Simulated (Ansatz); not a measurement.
Relaxed Ag (fcc, Cu type):

```yaml
crystal:
  lattice:
    - [4.10519, 0.00000, 0.00000]
    - [0.00000, 4.10519, 0.00000]
    - [0.00000, 0.00000, 4.10519]
  atoms:
    - { symbol: Ag, position: [0.00000, 0.00000, 0.00000] }
    - { symbol: Ag, position: [0.50000, 0.50000, 0.00000] }
    - { symbol: Ag, position: [0.50000, 0.00000, 0.50000] }
    - { symbol: Ag, position: [0.00000, 0.50000, 0.50000] }
```

Two-dimensional scan of atom 2 (Ag, nearest neighbour Ag at 2.903 Å; its periodic images, 4.1 Å or more away, move with it): u runs along (1.000, 0.000, 0.000), v along (0.000, 0.000, 1.000) (Cartesian). Cell and other atoms are fixed.

The numbers are results of r2SCAN (plane waves to 500 eV, PAW, scalar-relativistic; Ansatz, an electronic-structure program), not measurements. k mesh 9×9×9 (Γ-centred), Fermi-Dirac smearing 0.05 eV. With partly filled bands, energies and forces of such displacements shift with the k mesh and the smearing. Fu and Fv are the components of the force on the atom. On this mesh the relaxed cell isn't quite at rest: it carries a pressure of -0.1 GPa (compression positive) at the zero of the scan. Ag was relaxed with its symmetry unable to fall. 

| Fu (eV/Å) | u = -0.440 | u = -0.220 | u = 0.000 | u = 0.220 | u = 0.440 |
|---|---|---|---|---|---|
| v = -0.440 | 4.34 | ? | 0.00 | ? | -4.34 |
| v = -0.220 | ? | 1.30 | 0.00 | -1.30 | ? |
| v = 0.000 | 2.59 | 1.14 | 0.00 | -1.14 | -2.59 |
| v = 0.220 | ? | 1.30 | 0.00 | -1.30 | ? |
| v = 0.440 | 4.34 | ? | 0.00 | ? | -4.34 |

Q: Fill in the missing entries.

A: 
- v = -0.440, u = -0.220: 1.85
- v = -0.440, u = 0.220: -1.85
- v = -0.220, u = -0.440: 2.97
- v = -0.220, u = 0.440: -2.97
- v = 0.220, u = -0.440: 2.97
- v = 0.220, u = 0.440: -2.97
- v = 0.440, u = -0.220: 1.85
- v = 0.440, u = 0.220: -1.85

(For displaced atoms, the force is minus the slope of the energy, and its curvature is a force constant, which sets phonon frequencies.)
